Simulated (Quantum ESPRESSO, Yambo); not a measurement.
Levels of theory for the gap of BN bilayer

A free-standing BN bilayer (symmetry P-3m1, slab cell 16.9 Å high): one geometry, one set of PBE (Quantum ESPRESSO, PseudoDojo norm-conserving, 84 Ry, scalar-relativistic) orbitals, self-energies from Yambo (12×12×1 Γ-centred k mesh, 60 bands and a 6 Ry block in the screening, 60 bands in G with the Bruneval-Gonze terminator, plasmon pole fitted at 27.2 eV, slab-truncated Coulomb interaction, stochastic integration of W near q = 0).

Two neighbouring layers were cut from Materials Project entry mp-984 and relaxed with PBE+D3(BJ) in a cell 16.9 Å high, with the Coulomb interaction truncated along z.

```csv
level,gap K → M (eV),direct gap at K (eV),rough Yambo cost
PBE (Quantum ESPRESSO),4.54,4.75,–
exchange only (Hartree-Fock self-energy on PBE orbitals),12.82,13.39,about 1/8 (6 states)
"G0W0@PBE, plasmon pole",6.61,6.95,1 (6 states)
```

Bare exchange has no screening and gives the widest gap. Among the k points computed, the smallest G0W0 gap is 6.46 eV, K → Γ. All rows use the PBE edge points; in the exchange only run other k points give a smaller gap, 11.49 eV.

Costs are rough ratios of core time on shared machines.

Convergence of the G0W0 settings was not tested.
